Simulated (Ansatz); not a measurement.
Si₃Ge:
```cif
data_GeSi3
_chemical_formula_sum 'Si3 Ge1'
_space_group_name_H-M_alt 'P-4m2'
_space_group_IT_number 115
_space_group_name_Hall 'P -4 -2'
_cell_length_a 3.88616
_cell_length_b 3.88616
_cell_length_c 5.48865
_cell_angle_alpha 90.000
_cell_angle_beta 90.000
_cell_angle_gamma 90.000
loop_
_atom_site_label
_atom_site_type_symbol
_atom_site_symmetry_multiplicity
_atom_site_Wyckoff_symbol
_atom_site_fract_x
_atom_site_fract_y
_atom_site_fract_z
_atom_site_occupancy
Si1 Si 2 g 0.00000 0.50000 0.24513 1
Si2 Si 1 a 0.00000 0.00000 0.00000 1
Ge1 Ge 1 c 0.50000 0.50000 0.50000 1
```

Relaxed with r²SCAN. 

Task: HSE06 on this cell (Ansatz, an electronic-structure program, PAW) gives a gap of 0.93 eV. What does r²SCAN give?

Result: 0.56 eV.

Cost on shared cores: the r²SCAN run (SCF on a 7×7×5 mesh, then bands and DOS) roughly 60 core-seconds, the HSE06 run (SCF on 5×5×4, then a few points) very roughly 2.6 core-minutes; the tasks are unlike.

The start of the workflow was typed in or built on a structure type; neither database checked (COD, Materials Project) lists it. Whether it is the stable phase at ambient conditions was not checked. The cell was relaxed with r²SCAN under the symmetry of its start; its stability against distortions is not shown here. Spin–orbit coupling is left out wherever it is not named.

Potentials: the later of the program's two PAW sets.

Ansatz is a plane-wave DFT program.
